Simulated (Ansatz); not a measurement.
Relaxed ScAu (CsCl type):

```xyz
4
Lattice="6.6396 0.0000 0.0000 3.3198 3.3198 0.0000 0.0000 0.0000 3.3198" Properties=species:S:1:pos:R:3 pbc="T T T"
Sc     1.6599     1.6599     1.6599
Sc     4.9797     1.6599     1.6599
Au     0.0000     0.0000     0.0000
Au     3.3198     0.0000     0.0000
```

A phonon eigenvector at M = (0.5, 0.5, 0.0) is frozen into this cell: atom i moves by Q times the vector below, so Q is the largest atomic displacement, in Å. The cell is held. (q is in reciprocal vectors of the primitive cell; the cell shown is doubled to hold the pattern.)

```csv
atom,x,y,z
Sc1,0.000,0.000,-1.000
Sc2,0.000,0.000,1.000
```

Atoms not listed stay in place.

The numbers are results of LDA (plane waves to 420 eV, PAW, scalar-relativistic; Ansatz, a program for electronic structure), not measurements. k mesh 14×14×14 (Γ-centred), Fermi-Dirac smearing 0.05 eV. The energy includes the smearing's −TS. With partly filled bands, energies and forces of such displacements shift with the k mesh and the smearing. ScAu is run without spin polarisation. ScAu was relaxed with its symmetry unable to fall. Spin-orbit coupling is left out, though Au is heavy. The zero of ΔE is the undisplaced structure.

```json
[
 {"Q (Å)": "-0.100", "ΔE (meV/cell)": "33.1"},
 {"Q (Å)": "-0.067", "ΔE (meV/cell)": "14.7"},
 {"Q (Å)": "-0.033", "ΔE (meV/cell)": "3.7"},
 {"Q (Å)": "0.000", "ΔE (meV/cell)": "0.0"},
 {"Q (Å)": "0.033", "ΔE (meV/cell)": "3.7"},
 {"Q (Å)": "0.067", "ΔE (meV/cell)": "14.7"},
 {"Q (Å)": "0.100", "ΔE (meV/cell)": "33.1"}
]
```

**Question.** Which DFPT wavenumber at M = (0.5, 0.5, 0.0) belongs to this mode?
A. 142 cm⁻¹
B. 43 cm⁻¹
C. 227 cm⁻¹

**Answer.** A, 142 cm⁻¹. The curvature of the scan gives 142 cm⁻¹

(For displaced atoms, the force is minus the slope of the energy, and its curvature is a force constant, which sets phonon frequencies.)
